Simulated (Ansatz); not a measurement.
Relaxed-ion elastic tensor of SiW (rock salt, Fm-3m) in GPa (Voigt order), DFT-PBEsol in the program Ansatz with PAW potentials; density 11.40 g/cm³, 15.44 Å³ per atom.

```
 472  65.9  65.9   0.0   0.0   0.0
65.9   472  65.9   0.0   0.0   0.0
65.9  65.9   472   0.0   0.0   0.0
 0.0   0.0   0.0  -6.2   0.0   0.0
 0.0   0.0   0.0   0.0  -6.2   0.0
 0.0   0.0   0.0   0.0   0.0  -6.2
```

### Question
Is the crystal mechanically stable?

### Answer
No: the smallest eigenvalue of C is -6.2 GPa.

A made-up cell: these elements were put on the sites of a structure type; neither database checked (COD, Materials Project) lists it. Its standing as an ambient phase is unchecked. The cell was relaxed with PBEsol under the symmetry of its start. At this level the phase is mechanically unstable. No spin polarisation was allowed. As this level gives no gap, shear constants depend on the k-mesh and smearing (Fermi–Dirac, 0.1 eV here). Scalar-relativistic: spin–orbit coupling is off unless named, which matters more the heavier the elements.

Potentials: the later of the program's two PAW sets.
